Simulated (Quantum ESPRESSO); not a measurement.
## Mg3ClS2F (one run as intended and one with a planted mistake)

A calculation, not a measurement. The program is pw.x of Quantum ESPRESSO 7.5 (plane-wave density functional theory). The cell is made up: 7 atoms on a rocksalt lattice with one site empty, with randomly drawn elements, strain and displacements, not relaxed. PseudoDojo standard norm-conserving files (v0.5 for PBE, v0.4.1 for LDA and PBEsol) set the functional; there is no spin polarisation, spin-orbit coupling or dispersion term, and the masses in the input are unused placeholders.

Intended input:

```
&control calculation='scf', pseudo_dir='./dojo.nc.sr.pbe.v0_5.standard.upf', outdir='./o', disk_io='medium', tprnfor=.true., tstress=.true. /
&system ibrav=0, nat=7, ntyp=4, nbnd=34, ecutwfc=84.00895049, nosym=.true., tot_charge=0,
 occupations='smearing', smearing='fd', degauss=0.0018374661
/
&electrons conv_thr=7.350e-09, electron_maxstep=60, /
ATOMIC_SPECIES
Cl 1.0 Cl.upf
F 1.0 F.upf
Mg 1.0 Mg.upf
S 1.0 S.upf
CELL_PARAMETERS angstrom
5.0331 -0.0015 -0.0419
-0.0015 5.0272 -0.0561
-0.0419 -0.0561 4.9172
ATOMIC_POSITIONS angstrom
Mg -0.0734 2.5875 2.2886
Mg 2.6 -0.0928 2.417
Mg 2.535 2.6152 0.0452
Cl 2.4555 -0.0609 0.0097
S 2.3675 2.5016 2.4768
S 5.0036 0.0069 2.4044
F 4.9517 2.5467 -0.2452
K_POINTS automatic
4 4 4 1 1 1
```

The log is shortened where brackets say so; the opening notice, blank lines, dates and the lines on written files are dropped, and the path of the files is cut. It prints rydbergs, bohrs and kilobars, and counts compression as positive stress. Where no state is partly filled, the Fermi energy that it prints is only some level between the filled and the empty states on the mesh, and need not lie in the true gap.

Log of the intended run:

```
     Program PWSCF v.7.5
     Parallel version (MPI & OpenMP), running on       1 processor cores
     Number of MPI processes:                 1
     Threads/MPI process:                     1
     [start-up lines left out]
     bravais-lattice index     =            0
     lattice parameter (alat)  =       9.5115  a.u.
     unit-cell volume          =     839.4407 (a.u.)^3
     number of atoms/cell      =            7
     number of atomic types    =            4
     number of electrons       =        56.00
     number of Kohn-Sham states=           34
     kinetic-energy cutoff     =      84.0090  Ry
     charge density cutoff     =     336.0358  Ry
     scf convergence threshold =      7.3E-09
     mixing beta               =       0.7000
     number of iterations used =            8  plain     mixing
     Exchange-correlation= PBE
                           (   1   4   3   4   0   0   0)
     [axes and pseudopotential details left out]
   Cartesian axes
     site n.     atom                  positions (alat units)
         1        Mg     tau(   1) = (  -0.0145830   0.5140788   0.4546940  )
         2        Mg     tau(   2) = (   0.5165623  -0.0184373   0.4802043  )
         3        Mg     tau(   3) = (   0.5036483   0.5195822   0.0089802  )
         4        Cl     tau(   4) = (   0.4878534  -0.0120995   0.0019272  )
         5        S      tau(   5) = (   0.4703697   0.4970124   0.4920852  )
         6        S      tau(   6) = (   0.9941043   0.0013709   0.4777009  )
         7        F      tau(   7) = (   0.9837929   0.5059728  -0.0487158  )
     number of k points=    32  Fermi-Dirac smearing, width (Ry)=  0.0018
                       cart. coord. in units 2pi/alat
        k(    1) = (   0.1261282   0.1266446   0.1304704), wk =   0.0625000
        k(    2) = (   0.1282599   0.1295015   0.3864226), wk =   0.0625000
     [further k points left out]
     Dense  grid:    87323 G-vectors     FFT dimensions: (  60,  60,  60)
     Estimated max dynamical RAM per process >     108.75 MB
     Initial potential from superposition of free atoms
     starting charge      55.9975, renormalised to      56.0000
     Starting wfcs are   31 randomized atomic wfcs +    3 random wfcs
     total cpu time spent up to now is        5.8 secs
     per-process dynamical memory:    78.9 Mb
     Self-consistent Calculation
     iteration #  1     ecut=    84.01 Ry     beta= 0.70
     Davidson diagonalization with overlap
     ethr =  1.00E-02,  avg # of iterations =  5.9
     Threshold (ethr) on eigenvalues was too large:
     Diagonalizing with lowered threshold
     Davidson diagonalization with overlap
     ethr =  9.71E-04,  avg # of iterations =  1.0
     total cpu time spent up to now is       29.8 secs
     total energy              =    -482.97666801 Ry
     estimated scf accuracy    <       0.53173164 Ry
     iteration #  2     ecut=    84.01 Ry     beta= 0.70
     Davidson diagonalization with overlap
     ethr =  9.50E-04,  avg # of iterations =  2.8
     total cpu time spent up to now is       44.7 secs
     total energy              =    -483.07454088 Ry
     estimated scf accuracy    <       0.35904043 Ry
     [iterations 3 to 7 left out]
     iteration #  8     ecut=    84.01 Ry     beta= 0.70
     Davidson diagonalization with overlap
     ethr =  1.68E-09,  avg # of iterations =  2.9
     total cpu time spent up to now is      144.1 secs
     total energy              =    -483.16677211 Ry
     estimated scf accuracy    <       0.00000040 Ry
     iteration #  9     ecut=    84.01 Ry     beta= 0.70
     Davidson diagonalization with overlap
     ethr =  7.06E-10,  avg # of iterations =  2.0
     total cpu time spent up to now is      159.2 secs
     End of self-consistent calculation
     [lines on levels left out]
     the Fermi energy is     6.3867 ev
!    total energy              =    -483.16677220 Ry
     estimated scf accuracy    <          5.6E-09 Ry
     smearing contrib. (-TS)   =      -0.00000000 Ry
     internal energy E=F+TS    =    -483.16677220 Ry
     The total energy is F=E-TS. E is the sum of the following terms:
     one-electron contribution =    -309.31096265 Ry
     hartree contribution      =     161.44269477 Ry
     xc contribution           =     -80.59504709 Ry
     ewald contribution        =    -254.70345724 Ry
     convergence has been achieved in   9 iterations
     Forces acting on atoms (cartesian axes, Ry/au):
     atom    1 type  3   force =    -0.00795679   -0.01463982    0.01329906
     atom    2 type  3   force =    -0.01556522    0.02299788    0.01474111
     atom    3 type  3   force =     0.00931840   -0.02555935   -0.02317331
     atom    4 type  1   force =    -0.00284819    0.02675421   -0.00965690
     atom    5 type  4   force =     0.02257194   -0.02025653   -0.01012192
     atom    6 type  4   force =     0.00841626    0.00920455   -0.00521145
     atom    7 type  2   force =    -0.01393640    0.00149906    0.02012342
     Total force =     0.073100     Total SCF correction =     0.000090
     Computing stress (Cartesian axis) and pressure
          total   stress  (Ry/bohr**3)                   (kbar)     P=       24.49
  -0.00006720  -0.00000612   0.00006991           -9.89       -0.90       10.28
  -0.00000612   0.00032008   0.00005878           -0.90       47.09        8.65
   0.00006991   0.00005878   0.00024664           10.28        8.65       36.28
     init_run     :      5.06s CPU      5.72s WALL (       1 calls)
     electrons    :    142.56s CPU    153.40s WALL (       1 calls)
     forces       :      2.41s CPU      2.45s WALL (       1 calls)
     stress       :      9.31s CPU      9.38s WALL (       1 calls)
     [timing details left out]
     PWSCF        :   2m39.48s CPU   2m51.20s WALL
     JOB DONE.
```

A second run has one planted mistake: the k-point mesh is too coarse. The input lines that differ, file-writing options aside:

```
- 4 4 4 1 1 1
+ 2 2 2 1 1 1
```

Its log:

```
     Program PWSCF v.7.5
     Parallel version (MPI & OpenMP), running on       1 processor cores
     Number of MPI processes:                 1
     Threads/MPI process:                     1
     [start-up lines left out]
     bravais-lattice index     =            0
     lattice parameter (alat)  =       9.5115  a.u.
     unit-cell volume          =     839.4407 (a.u.)^3
     number of atoms/cell      =            7
     number of atomic types    =            4
     number of electrons       =        56.00
     number of Kohn-Sham states=           34
     kinetic-energy cutoff     =      84.0090  Ry
     charge density cutoff     =     336.0358  Ry
     scf convergence threshold =      7.3E-09
     mixing beta               =       0.7000
     number of iterations used =            8  plain     mixing
     Exchange-correlation= PBE
                           (   1   4   3   4   0   0   0)
     [axes and pseudopotential details left out]
   Cartesian axes
     site n.     atom                  positions (alat units)
         1        Mg     tau(   1) = (  -0.0145830   0.5140788   0.4546940  )
         2        Mg     tau(   2) = (   0.5165623  -0.0184373   0.4802043  )
         3        Mg     tau(   3) = (   0.5036483   0.5195822   0.0089802  )
         4        Cl     tau(   4) = (   0.4878534  -0.0120995   0.0019272  )
         5        S      tau(   5) = (   0.4703697   0.4970124   0.4920852  )
         6        S      tau(   6) = (   0.9941043   0.0013709   0.4777009  )
         7        F      tau(   7) = (   0.9837929   0.5059728  -0.0487158  )
     number of k points=     4  Fermi-Dirac smearing, width (Ry)=  0.0018
                       cart. coord. in units 2pi/alat
        k(    1) = (   0.2522565   0.2532893   0.2609407), wk =   0.5000000
        k(    2) = (   0.2479932   0.2475755  -0.2509637), wk =   0.5000000
     [further k points left out]
     Dense  grid:    87323 G-vectors     FFT dimensions: (  60,  60,  60)
     Estimated max dynamical RAM per process >     108.75 MB
     Initial potential from superposition of free atoms
     starting charge      55.9975, renormalised to      56.0000
     Starting wfcs are   31 randomized atomic wfcs +    3 random wfcs
     total cpu time spent up to now is        2.7 secs
     per-process dynamical memory:    77.7 Mb
     Self-consistent Calculation
     iteration #  1     ecut=    84.01 Ry     beta= 0.70
     Davidson diagonalization with overlap
     ethr =  1.00E-02,  avg # of iterations =  6.0
     Threshold (ethr) on eigenvalues was too large:
     Diagonalizing with lowered threshold
     Davidson diagonalization with overlap
     ethr =  9.79E-04,  avg # of iterations =  1.0
     total cpu time spent up to now is        5.8 secs
     total energy              =    -482.96951750 Ry
     estimated scf accuracy    <       0.53723118 Ry
     iteration #  2     ecut=    84.01 Ry     beta= 0.70
     Davidson diagonalization with overlap
     ethr =  9.59E-04,  avg # of iterations =  2.0
     total cpu time spent up to now is        7.4 secs
     total energy              =    -483.07166503 Ry
     estimated scf accuracy    <       0.34872832 Ry
     [iterations 3 to 7 left out]
     iteration #  8     ecut=    84.01 Ry     beta= 0.70
     Davidson diagonalization with overlap
     ethr =  1.67E-09,  avg # of iterations =  3.0
     total cpu time spent up to now is       17.8 secs
     total energy              =    -483.16066543 Ry
     estimated scf accuracy    <       0.00000042 Ry
     iteration #  9     ecut=    84.01 Ry     beta= 0.70
     Davidson diagonalization with overlap
     ethr =  7.49E-10,  avg # of iterations =  2.0
     total cpu time spent up to now is       19.5 secs
     End of self-consistent calculation
     [lines on levels left out]
     the Fermi energy is     7.6420 ev
!    total energy              =    -483.16066553 Ry
     estimated scf accuracy    <          5.4E-09 Ry
     smearing contrib. (-TS)   =       0.00000000 Ry
     internal energy E=F+TS    =    -483.16066553 Ry
     The total energy is F=E-TS. E is the sum of the following terms:
     one-electron contribution =    -309.30046416 Ry
     hartree contribution      =     161.44748384 Ry
     xc contribution           =     -80.60422796 Ry
     ewald contribution        =    -254.70345724 Ry
     convergence has been achieved in   9 iterations
     Forces acting on atoms (cartesian axes, Ry/au):
     atom    1 type  3   force =    -0.00755999   -0.01458104    0.01343992
     atom    2 type  3   force =    -0.01549445    0.02279388    0.01467587
     atom    3 type  3   force =     0.00921088   -0.02523503   -0.02339134
     atom    4 type  1   force =    -0.00273556    0.02610239   -0.00948209
     atom    5 type  4   force =     0.02257430   -0.01964423   -0.00978322
     atom    6 type  4   force =     0.00799804    0.00895739   -0.00543512
     atom    7 type  2   force =    -0.01399321    0.00160665    0.01997598
     Total force =     0.072356     Total SCF correction =     0.000073
     Computing stress (Cartesian axis) and pressure
          total   stress  (Ry/bohr**3)                   (kbar)     P=       26.98
  -0.00004417  -0.00000611   0.00007045           -6.50       -0.90       10.36
  -0.00000611   0.00034226   0.00006011           -0.90       50.35        8.84
   0.00007045   0.00006011   0.00025223           10.36        8.84       37.10
     init_run     :      1.56s CPU      2.63s WALL (       1 calls)
     electrons    :     15.93s CPU     16.79s WALL (       1 calls)
     forces       :      0.40s CPU      0.41s WALL (       1 calls)
     stress       :      1.29s CPU      1.35s WALL (       1 calls)
     [timing details left out]
     PWSCF        :     19.25s CPU     21.30s WALL
     JOB DONE.
```

|  | intended run | run with the mistake |
| --- | --- | --- |
| free energy (eV) | -6573.819 | -6573.736 |
| smearing term -TS (eV) | 0.0000 | 0.0000 |
| pressure (GPa) | 2.45 | 2.70 |
| largest force component (eV/Å) | 0.688 | 0.671 |
| largest change of a force component (eV/Å) |  | 0.017 |
| iterations | 9 | 9 |

For scale, a rerun of the intended cell at 1437 eV and a 6 x 6 x 6 mesh moved values by no more than 0.003 eV in energy, 0.02 GPa in stress and 0.003 eV/Å in force.